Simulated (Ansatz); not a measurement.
# Structure types of Hg at zero pressure

Structure types of Hg are relaxed in primitive cells with their symmetry kept at 0 GPa, first on PAW files, then by LAPW. The enthalpy is E + pV at zero temperature, without zero-point motion. Only the types listed were tried, and differences under about 5 meV/atom are mesh noise. Not among the end structures: fcc, which may lie lower.

Level of theory: DFT with LDA, scalar-relativistic, in Ansatz 0.2.0; Fermi–Dirac smearing of 0.05 eV, no spin polarisation. LAPW: all electrons, basis error target 0.5 meV/atom; PAW: frozen-core files, cutoff 420 eV.

k meshes: bcc 16×16×16, hcp 15×15×8, sc 14×14×14, diamond 12×12×12.

Spin–orbit coupling is left out, which matters for the heavy atoms. The PAW files were made under PBE.

Which type is lowest in enthalpy, and by how much?

sc, 14 meV/atom below bcc. The whole table:

```csv
start type,ends as,"a, b, c (Å)",V (Å³/atom),"H − H(lowest), LAPW (meV/atom)","same, PAW"
bcc,"bcc, Im-3m","3.561, 3.561, 3.561",22.58,13.9,14.1
hcp,"hcp, P6_3/mmc","3.179, 3.179, 5.051",22.11,22.5,22.8
sc,"sc, Pm-3m","2.891, 2.891, 2.891",24.16,0.0,0.0
diamond,"diamond, Fd-3m","6.446, 6.446, 6.446",33.48,265.5,265.2
```
